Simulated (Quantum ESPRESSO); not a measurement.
Ta6MoZn, a guest atom moved from site to site

Computed values, not a measurement. The program is pw.x of Quantum ESPRESSO 7.5 (plane-wave density functional theory). The cell is made up: eight metal atoms on a face-centred cubic lattice, with elements, volume, strain and displacements drawn at random and not relaxed, so it may be unstable or far from any real phase. PseudoDojo standard norm-conserving files set the functional (PBE unless stated); there is no spin polarisation or spin-orbit coupling, the Fermi-Dirac width of 0.25 eV means electrons at about 2900 K, and the masses in the input are unused placeholders. Heavy elements are run without spin-orbit coupling, which real alloys of them have. A spin test at this wide smearing found no moment, but such smearing suppresses magnetism that the real alloy may have.

The runs move one Mo atom among sites that otherwise hold Ta. Cell, positions, cutoff, mesh and smearing stay as in the input of run 1; sites are counted in its order. Stress in the tables is positive in tension.

Input of run 1:

```
&control calculation='scf', pseudo_dir='./dojo.nc.sr.pbe.v0_5.standard.upf', outdir='./o', disk_io='minimal', tprnfor=.true., tstress=.true. /
&system ibrav=0, nat=8, ntyp=3, nbnd=73, ecutwfc=84.00895049, nosym=.true., tot_charge=0,
 occupations='smearing', smearing='fd', degauss=0.0183746611
/
&electrons conv_thr=1.470e-08, electron_maxstep=70, mixing_beta=0.5 /
ATOMIC_SPECIES
Mo 1.0 Mo.upf
Ta 1.0 Ta.upf
Zn 1.0 Zn.upf
CELL_PARAMETERS angstrom
-4.1586 0.0 0.0
0.0 -4.1586 4.1586
0.0 6.2379 2.0793
ATOMIC_POSITIONS angstrom
Ta -0.0149 -0.1346 -0.1292
Mo 0.0962 2.0071 2.1121
Ta -0.2003 -2.1027 1.8622
Ta -0.0922 -0.0165 4.2174
Zn -2.2781 4.1964 2.2153
Ta -1.9151 0.0246 2.1248
Ta -2.1728 2.0531 4.4318
Ta -2.0242 -2.1812 4.1728
K_POINTS automatic
6 5 4 1 1 1
```

| run | elements on sites 1 to 8 | free energy less that of run 1 (eV) | -TS (eV) | pressure (GPa) | stress xx (GPa) | stress yy (GPa) | stress zz (GPa) | stress yz (GPa) | stress xz (GPa) | stress xy (GPa) | iterations |
| --- | --- | --- | --- | --- | --- | --- | --- | --- | --- | --- | --- |
| 1 | Ta Mo Ta Ta Zn Ta Ta Ta | 0.000 | -1.721 | 3.42 | -4.32 | -2.89 | -3.04 | -0.74 | 0.61 | 0.62 | 18 |
| 2 | Ta Ta Mo Ta Zn Ta Ta Ta | -0.047 | -1.744 | 3.38 | -3.90 | -2.57 | -3.67 | -1.12 | 0.23 | -0.28 | 16 |
| 3 | Ta Ta Ta Mo Zn Ta Ta Ta | -0.020 | -1.724 | 3.30 | -4.43 | -2.94 | -2.52 | -0.71 | 1.44 | 0.43 | 17 |
| 4 | Ta Ta Ta Ta Zn Mo Ta Ta | -0.084 | -1.711 | 3.10 | -3.10 | -2.63 | -3.56 | -1.30 | 1.26 | -0.38 | 16 |
| 5 | Ta Ta Ta Ta Zn Ta Mo Ta | -0.213 | -1.726 | 2.84 | -1.90 | -4.17 | -2.43 | -0.37 | 0.60 | 0.61 | 17 |

Forces Fx Fy Fz (eV/Å):

```
site              run 1              run 2              run 3              run 4              run 5
   1    -0.44 1.35 2.18    -0.55 0.99 2.32    -0.50 0.79 1.55    -0.49 1.35 2.11    -0.25 1.29 1.07
   2    -0.57 0.30 0.02    -0.72 0.72 0.38    -0.57 0.39 0.05  -0.65 -0.10 -0.05    -0.40 0.32 0.01
   3    1.43 -0.64 1.24     1.03 0.02 1.19    1.35 -0.18 1.76     1.03 0.25 1.80    1.20 -0.38 1.85
   4    0.81 -1.40 0.32    0.71 -1.45 0.23    0.46 -1.15 0.42   0.44 -1.48 -0.09    0.66 -1.34 0.28
   5   0.77 -1.03 -0.66   0.86 -0.89 -0.40   0.82 -0.95 -0.73   0.84 -0.83 -0.55   0.85 -0.83 -0.71
   6  -1.84 -0.43 -0.69  -1.61 -1.28 -0.87  -1.62 -0.83 -0.38  -1.22 -0.80 -0.55  -1.88 -0.73 -0.58
   7    0.58 0.05 -3.39    0.84 0.33 -3.47   0.65 -0.07 -3.45    0.76 0.14 -3.40    0.50 0.35 -2.18
   8    -0.74 1.80 0.97    -0.56 1.58 0.62    -0.59 1.99 0.78    -0.71 1.48 0.73    -0.67 1.33 0.27
```

The sites are displaced and not relaxed, so the energy differences mix bonding between neighbours with strain and are not ordering energies. A rerun of one cell of this series at a higher cutoff and on a denser mesh moved values by no more than 0.003 eV in energy, 0.02 GPa in stress and 0.004 eV/Å in force, and a second program with other atomic files agreed on that cell to 2 % rms in force and 0.5 GPa in pressure.